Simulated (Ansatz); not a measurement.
Sb, DFT, LDA, all-electron PAW with datasets made for the crystal, scalar-relativistic (Ansatz 0.2.0), run on 1 thread of Arm Neoverse V2 on a shared host.

The cell is a measured one (Crystallography Open Database entry 9009654); the temperature and pressure of the measurement aren't taken into account, and nothing was relaxed. The listed cell was then made from it by scaling, straining or moving an atom.

Command: `ansatz run input.yaml --threads 1 --pin off --max-ram 3072MiB --backend cpu --events-out ev --progress --plain --runs-dir out`

```yaml
crystal:
  lattice:
    - [2.1577452361, 1.2457747929, 3.7564386296]
    - [-2.1577452361, 1.2457747929, 3.7564386296]
    - [0.0, -2.4915495857, 3.7564386296]
  atoms:
    - { symbol: Sb, position: [0.23364, 0.23364, 0.23364] }
    - { symbol: Sb, position: [0.76636, 0.76636, 0.76636] }
kpoints:
  mp_grid: { grid: [12, 12, 12] }
scf:
  occupations: { method: fermi_dirac, width: 0.03 }
hamiltonian:
  xc: lda
  pseudopotentials: { kind: all_electron, datasets: crystal }
output:
  forces: true
  stress: true
  eigenvalues: true
  efg: { contact_densities: true }
```

(1) How large is the problem that the program sets up?

(2) About how long does it take, and how much memory does it use?

(3) And the same cell and mesh by PAW with the default files, asked for forces, stress, eigenvalues, efg, on the same hardware?

Results:

(1) 189 irreducible k-points, 235 plane waves at Γ, 9 bands.

(2) 8.8 s of wall time for 7 SCF iterations, with a peak of 0.43 GiB. Times on shared machines scatter by tens of per cent.

(3) 11 s, peak memory 0.46 GiB.
